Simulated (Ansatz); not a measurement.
BaHIO in space group Pnma (No. 62; Ba on 4c, H on 4c, I on 4c, O on 4c), PBE (plane waves, PAW; program Ansatz), all energies at zero smearing, with the estimated change up to a 700 eV cutoff added, with one set of potentials and settings (totals compare only within such a set). Cell of 16 atoms (4 Ba, 4 H, 4 I, 4 O): -56203.389 eV.

| element | reference phase | E (eV/atom) |
|---|---|---|
| Ba | Im-3m, 1 atoms in the cell | -5949.5401 |
| H | Cmce, 4 atoms in the cell | -15.8838 |
| I | Cmce, 4 atoms in the cell | -7512.9095 |
| O | C2/m, 4 atoms in the cell, spin-polarised | -565.0000 |

Formation energy per atom, worked out: (-56203.389 − 4×(-5949.5401) − 4×(-15.8838) − 4×(-7512.9095) − 4×(-565.0000))/16 = -1.878 eV/atom (-181 kJ per mol of atoms), at 0 K, without zero-point energy or fitted corrections.

The first step of the workflow began from a Materials Project structure, measured or hypothetical; the Crystallography Open Database copy checked does not list it. Whether it is the stable phase at ambient conditions was not checked. The PBE relaxation kept the symmetry of its start; whether a distortion lowers the energy is not shown. The references are the lowest solids computed at this level, not always the standard phases (solids in place of the gases). Scalar-relativistic: spin–orbit coupling is off unless named, which matters more the heavier the elements.

Potentials: the later of the program's two PAW sets.
